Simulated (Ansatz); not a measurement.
All numbers below come from DFT PBE, scalar-relativistic, plane waves, PAW in Ansatz 0.2.0. Settings: cutoff 420 eV, Γ-centred meshes spaced at most about 0.3 Å⁻¹, and about 0.25 Å⁻¹ or finer for metals (2π included), Gaussian smearing. No spin polarisation in the final relaxations.

These are static total energies at zero pressure.

Two relaxed structures of ScAl2P3:

A.

```xyz
6
Lattice="3.4441 0.0000 0.0000 0.0000 3.4441 0.0000 0.0000 0.0000 8.4312" Properties=species:S:1:pos:R:3 pbc="T T T"
Sc    0.0000    0.0000    4.2156
Al    0.0000    0.0000    1.3331
Al    0.0000    0.0000    7.0981
P     1.7221    1.7221    3.0704
P     1.7221    1.7221    5.3608
P     1.7221    1.7221    0.0000
```

B.

```xyz
6
Lattice="2.7271 1.5745 3.9670 -2.7271 1.5745 3.9670 0.0000 -3.1489 3.9670" Properties=species:S:1:pos:R:3 pbc="T T T"
Sc    0.0000    0.0000    5.9505
Al    0.0000    0.0000    1.5032
Al    0.0000    0.0000   10.3979
P     1.3635   -0.7872    3.9670
P    -1.3635   -0.7872    3.9670
P     0.0000    1.5745    3.9670
```

Task: Which is lower in energy, and by how much?

Result: A is lower, by 239 meV/atom. A has space group P4/mmm (No. 123), 16.7 Å³/atom and no gap on its mesh; B has space group R-3m (No. 166), 17.0 Å³/atom and no gap. Counting P atoms around Al and Sc (those within 1.25 times the shortest such distance or 1.15 times the sum of covalent radii, 1.27 where that leaves under three; the shortest distance is added where it exceeds 1.18 times the sum of covalent radii), A has Sc 8, Al 8 from 2.8 Å and B has Sc 6, Al 9 from 2.9 Å. A holds P–P pairs (shortest 2.29 Å); in B the shortest P–P distance is 2.73 Å, near bonding range too. In A, Sc is surrounded by 8 P at 2.69 Å, 2 Al at 2.88 Å and 4 Sc at 3.44 Å; Al has 1 Al at 2.67 Å, 4 P at 2.78 Å, 1 Sc at 2.88 Å, 4 P at 2.99 Å and 4 Al at 3.44 Å; P on a site of symmetry 4mm has 1 P at 2.29 Å, 4 Sc at 2.69 Å, 4 Al at 2.99 Å and 1 P at 3.07 Å; 1 more site not described. In B, around Sc lie 6 P at 2.53 Å and 6 Al at 3.19 Å; Al is surrounded by 3 P at 2.92 Å, 1 Al at 3.01 Å, 6 P at 3.11 Å, 3 Sc at 3.19 Å and 3 Al at 3.29 Å; P has 2 Sc at 2.53 Å, 4 P at 2.73 Å, 2 Al at 2.92 Å and 4 Al at 3.11 Å. Both come from invented guesses. A third cell relaxed alike, in P-4m2, lies 127 meV/atom below the lower of the two.

Cells relaxed within their symmetry can be saddle points.
